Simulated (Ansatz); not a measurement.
BiPt (NiAs type, space group No. 194) at seven volumes, LDA (plane waves, PAW; program Ansatz), shape and atoms relaxed at each. One row is withheld.

| V (Å³/atom) | P (GPa) |
|---|---|
| 20.123 | 15.71 |
| 20.786 | 9.50 |
| 21.450 | 4.32 |
| 22.113 | 0.00 |
| 22.776 | -3.59 |
| 23.440 | -6.59 |
| 24.103 | ? |

### Question
Fit the shown pressures and predict the withheld one.

### Answer
P = (3/2)B₀(x^(7/2) − x^(5/2))[1 + (3/4)(B′ − 4)(x − 1)] with x = (V₀/V)^(2/3). Least squares on the six rows gives V₀ = 22.114 Å³/atom, B₀ = 131 GPa, B′ = 5.06. At V = 24.103, x = 0.9442 and P = -9.08 GPa. The run itself gave -9.09 GPa.

Space group P6_3/mmc (NiAs type). The workflow started from a Materials Project entry (that database holds measured and hypothetical structures alike); the Crystallography Open Database files this formula in space group No. 194, but the cells were not matched. Whether it is the stable phase at ambient conditions was not checked. The cell was relaxed with LDA under the symmetry of its start; of distortions, only those at the zone centre were tested. No spin polarisation was allowed. Spin–orbit coupling is left out wherever it is not named.

Potentials: the later of the program's two PAW sets.
